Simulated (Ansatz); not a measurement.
BPt:
```
CELL_PARAMETERS angstrom
      3.68857     0.00000     0.00000
     -1.84428     3.19439     0.00000
      0.00000     0.00000     3.68194
ATOMIC_POSITIONS crystal
  Pt 0.33333 0.66667 0.25000
  Pt 0.66667 0.33333 0.75000
  B  0.00000 0.00000 0.00000
  B  0.00000 0.00000 0.50000
```

Relaxed with PBEsol. Special points in fractions of this cell's reciprocal vectors: Γ (0.000, 0.000, 0.000); M (0.500, 0.000, 0.000); K (0.333, 0.333, 0.000); A (0.000, 0.000, 0.500); L (0.500, 0.000, 0.500); H (0.333, 0.333, 0.500).

List the band energies nearest the Fermi level at these points for PBEsol in the plane-wave PAW code Ansatz.

In eV from the Fermi level; about four levels below and three above (degenerate sets whole), none deeper than 8.9 eV; points with the same levels are listed once.

```
k                          below                          above
-  -----------------------------  -----------------------------
Γ        -3.20 -3.20 -2.05 -1.93                 2.82 4.11 4.11
M        -3.36 -3.01 -2.25 -1.42                 0.10 3.77 4.49
K  -2.87 -2.87 -2.86 -1.07 -0.58                 4.36 5.88 5.88
A        -2.34 -2.34 -2.34 -2.34  2.35 2.35 3.27 3.27 3.27 3.27
L        -3.11 -3.11 -0.24 -0.24            3.28 3.28 6.56 6.56
H        -3.14 -3.14 -0.22 -0.22            0.90 0.90 8.33 8.33
```

Space group P6_3/mmc (NiAs type). The workflow started from an entry of the Crystallography Open Database (COD). Whether it is the stable phase at ambient conditions was not checked. Symmetry was held in the PBEsol relaxation; of distortions, only those at the zone centre were tested. The run is not spin-polarised. Scalar-relativistic: spin–orbit coupling is off unless named, which matters more the heavier the elements.

Potentials: the later of the program's two PAW sets.
